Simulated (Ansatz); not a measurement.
# Cu: energy along a strain

Cu, I4/mmm, a = 2.886 Å, c = 2.752 Å (as given, not relaxed at this level: -1.4 GPa). This isn't the element's structure at ambient conditions. Ansatz: PBEsol, PAW, 420 eV, Γ-centred 24×24×24 mesh on 1 atom, Gaussian smearing 0.15 eV; no spin polarisation. Cell vectors (Å): -1.443 1.443 1.376; 1.443 -1.443 1.376; 1.443 1.443 -1.376. The cell is strained by x per cent times the pattern (1 0 0 0 0 0) in the order xx yy zz yz xz xy (engineering shears), with fractional coordinates held. y is the free energy over the start, V0 = 11.458 Å³/atom.

```
x (%) y (meV/atom)
-6.00         16.01
-4.50          7.32
-3.00          2.01
-1.50         -0.30
 0.00          0.00
 1.50          2.58
 3.00          7.22
 4.50         13.79
 5.25         17.73
 6.00             ?
```

Task: Fit y = c1 x + c2 x² + c3 x³ to the other rows, get the stiffness along the pattern, and predict the missing energy.

Result: Least squares on the rows shown. y = 1.0065 x + 0.52426 x² − 0.014410 x³. The clamped-ion stiffness p·C·p = 2 × 5.243 eV × 160.2 / 11.458 Å³ = 147 GPa, which is C11 in these axes (second derivative at the start, which stands under stress). At x = 6.00 the fit asked for gives 21.80 meV/atom. The run gave 22.07 meV/atom, so the fit is 0.27 meV/atom too low, 1.2 % of the span of the series, against an rms of 0.08 meV/atom on the fitted rows. The row lies outside the fitted range. With a term in x⁴ added, a fit to the same known rows predicts 22.14 meV/atom, so most of the miss is curvature that the known rows already hold.